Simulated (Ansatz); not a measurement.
NaCl (rock salt) is sheared across one {110} plane: the third cell vector gains the shift, so faults repeat every 6.0 Å. The cut lies between planes 2.01 Å apart; the cell height is held.

```yaml
crystal:
  lattice:
    - [4.02735, 0.00000, 0.00000]
    - [0.00000, 5.69553, 0.00000]
    - [2.01367, 2.84776, 6.04102]
  atoms:
    - { symbol: Cl, position: [0.00000, 0.00000, 0.83333] }
    - { symbol: Cl, position: [0.33333, 0.33333, 0.16667] }
    - { symbol: Cl, position: [0.66667, 0.66667, 0.50000] }
    - { symbol: Na, position: [0.00000, 0.50000, 0.83333] }
    - { symbol: Na, position: [0.33333, 0.83333, 0.16667] }
    - { symbol: Na, position: [0.66667, 0.16667, 0.50000] }
```

In-plane vectors a = (4.027, 0.000) Å, b = (0.000, 5.696) Å, area 22.94 Å². The shift is s times the vector a (length 4.027 Å), so s = 1 restores the start. The shift is rigid: no atom relaxes. γ = [E(shift) − E(0)] / area.

Level of theory: PBE (plane waves to 420 eV, PAW, scalar-relativistic; Ansatz, a program for electronic structure). k mesh 7×7×7 (Γ-centred), Fermi-Dirac smearing 0.05 eV. Energies are extrapolated to zero smearing. Faults lie only 6.0 Å apart, and holding the cell height and the atoms raises γ above its relaxed value. NaCl was relaxed with its symmetry unable to fall. γ is measured from zero shift.

The scan covers s from 0.000 to 0.917 in 12 points.

Task: Does γ have a local minimum between the ends of the line, and at which s?

Result: No computed point is one.

Task: At which s is γ highest?

Result: s = 0.500.

Task: What is the highest γ among twelve even steps of s?

Result: 1.87 J/m².

(The slope of γ gives the shear force per area between the displaced halves; near zero shift its curvature is an elastic stiffness.)
